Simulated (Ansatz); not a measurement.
### Question
Each is relaxed and computed with the program Ansatz at the r²SCAN level (PAW). Which is the only metal?
A. RbPrSe2, R-3m (Rb on 3a, Pr on 3b, Se on 6c)
B. Pr2SiRh3, R-3m (Pr on 6c, Si on 3a, Rh on 9d)
C. KPrS2, R-3m (Pr on 3b, K on 3a, S on 6c)
D. NaPrSe2, R-3m (Na on 3b, Pr on 3a, Se on 6c)

### Answer
B, Pr2SiRh3, R-3m (Pr on 6c, Si on 3a, Rh on 9d). Pr2SiRh3: metal; RbPrSe2: gap 0.93 eV (indirect); NaPrSe2: gap 0.83 eV (indirect); KPrS2: gap 0.99 eV (indirect). The 4f shell is in the valence, and the state reached may lie above the lowest one. Spin orders computed, not proven ground states: Pr2SiRh3, R-3m (Pr on 6c, Si on 3a, Rh on 9d) ferromagnetic; RbPrSe2, R-3m (Rb on 3a, Pr on 3b, Se on 6c) ferromagnetic; NaPrSe2, R-3m (Na on 3b, Pr on 3a, Se on 6c) ferromagnetic; KPrS2, R-3m (Pr on 3b, K on 3a, S on 6c) ferromagnetic. Standing as an ambient phase not checked: Pr2SiRh3, R-3m (Pr on 6c, Si on 3a, Rh on 9d); RbPrSe2, R-3m (Rb on 3a, Pr on 3b, Se on 6c); NaPrSe2, R-3m (Na on 3b, Pr on 3a, Se on 6c); KPrS2, R-3m (Pr on 3b, K on 3a, S on 6c). Perhaps ordered models of mixed-site phases: NaPrSe2, R-3m (Na on 3b, Pr on 3a, Se on 6c). All cells were relaxed under the symmetry of their starts (and spin orders); stability against distortions was not tested throughout. No Hubbard U is applied. Scalar-relativistic: spin–orbit coupling is off unless named, which matters more the heavier the elements.

Potentials: the later of the program's two PAW sets.
